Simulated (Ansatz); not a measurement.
Relaxed-ion elastic tensor of GaN (CsCl type, space group No. 221) in GPa (Voigt order), plane-wave PAW r²SCAN (Ansatz code); density 7.07 g/cm³, 9.83 Å³ per atom.

|  | 1 | 2 | 3 | 4 | 5 | 6 |
|---|---|---|---|---|---|---|
| 1 | 325 | 99.1 | 99.1 | 0.0 | 0.0 | 0.0 |
| 2 | 99.1 | 325 | 99.1 | 0.0 | 0.0 | 0.0 |
| 3 | 99.1 | 99.1 | 325 | 0.0 | 0.0 | 0.0 |
| 4 | 0.0 | 0.0 | 0.0 | -94.4 | 0.0 | 0.0 |
| 5 | 0.0 | 0.0 | 0.0 | 0.0 | -94.4 | 0.0 |
| 6 | 0.0 | 0.0 | 0.0 | 0.0 | 0.0 | -94.4 |

Task: Is the crystal mechanically stable?

Result: No: the smallest eigenvalue of C is -94.4 GPa.

Space group Pm-3m (CsCl type). The cell is a constructed one: a structure type filled with these elements; neither database checked (COD, Materials Project) lists it. It is not the phase usual at ambient conditions (space group No. 186, 216). The r²SCAN relaxation kept the symmetry of its start. At this level the phase is mechanically unstable. As this level gives no gap, shear constants depend on the k-mesh and smearing (Fermi–Dirac, 0.1 eV here).

Potentials: the earlier of the program's two PAW sets.
